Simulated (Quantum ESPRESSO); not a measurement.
# Band energies of Ca3BiN

```
CELL_PARAMETERS angstrom
      4.90035     0.00000     0.00000
      0.00000     4.90035     0.00000
      0.00000     0.00000     4.90035
ATOMIC_POSITIONS crystal
  N  0.50000 0.50000 0.50000
  Ca 0.50000 0.00000 0.50000
  Ca 0.00000 0.50000 0.50000
  Ca 0.50000 0.50000 0.00000
  Bi 0.00000 0.00000 0.00000
```

norm-conserving PBEsol (Quantum ESPRESSO, 84 Ry, with spin-orbit coupling); path ΓXMΓRX,MR; energies in eV from the Fermi level.

| k (1/Å) | point | band 50 | band 51 | band 52 | band 53 | band 54 | band 55 | band 56 | band 57 |
|---|---|---|---|---|---|---|---|---|---|
| 0.00 | Γ | 0.00 | 0.00 | 0.00 | 0.00 | 0.00 | 0.56 | 0.56 | 1.12 |
| 0.43 |  | -0.98 | 0.69 | 0.69 | 1.07 | 1.07 | 1.46 | 1.46 | 2.51 |
| 0.64 | X | -1.22 | 1.04 | 1.04 | 1.60 | 1.60 | 1.63 | 1.63 | 2.43 |
| 0.85 |  | -1.35 | 1.31 | 1.31 | 1.78 | 1.78 | 1.99 | 1.99 | 2.47 |
| 1.28 | M | -1.53 | 1.68 | 1.68 | 2.27 | 2.27 | 2.29 | 2.29 | 2.51 |
| 1.64 |  | -1.31 | 1.25 | 1.25 | 1.79 | 1.79 | 1.97 | 1.97 | 2.29 |
| 2.01 |  | -0.47 | 0.21 | 0.21 | 0.67 | 0.67 | 1.05 | 1.05 | 1.21 |
| 2.19 | Γ | 0.00 | 0.00 | 0.00 | 0.00 | 0.00 | 0.56 | 0.56 | 1.12 |
| 2.35 |  | -0.47 | 0.31 | 0.31 | 0.50 | 0.50 | 0.97 | 0.97 | 1.28 |
| 2.82 |  | -1.64 | 1.81 | 1.81 | 1.82 | 1.82 | 2.21 | 2.21 | 2.50 |
| 3.14 |  | -2.01 | 1.69 | 1.69 | 1.71 | 1.71 | 1.73 | 1.73 | 2.83 |
| 3.30 | R | -2.09 | 1.61 | 1.61 | 1.61 | 1.61 | 1.64 | 1.64 | 2.88 |
| 3.48 |  | -1.99 | 1.70 | 1.70 | 1.74 | 1.74 | 1.77 | 1.77 | 2.81 |
| 3.84 |  | -1.55 | 1.83 | 1.83 | 1.93 | 1.93 | 2.28 | 2.28 | 2.51 |
| 4.21 | X | -1.22 | 1.04 | 1.04 | 1.60 | 1.60 | 1.63 | 1.63 | 2.43 |
| 4.21 | M | -1.53 | 1.68 | 1.68 | 2.27 | 2.27 | 2.29 | 2.29 | 2.51 |
| 4.37 |  | -1.62 | 1.73 | 1.73 | 2.20 | 2.20 | 2.22 | 2.22 | 2.57 |
| 4.85 | R | -2.09 | 1.61 | 1.61 | 1.61 | 1.61 | 1.64 | 1.64 | 2.88 |

Along the path the PBEsol gap is only about 0.01 eV, below what this setup resolves reliably; no G0W0 run was built on it. Semilocal functionals shrink small gaps, and the order of the bands at the edge may be inverted.

The cell is held in this high symmetry; tilts and polar distortions were not searched.

Geometry of the Materials Project entry, not relaxed at this level.
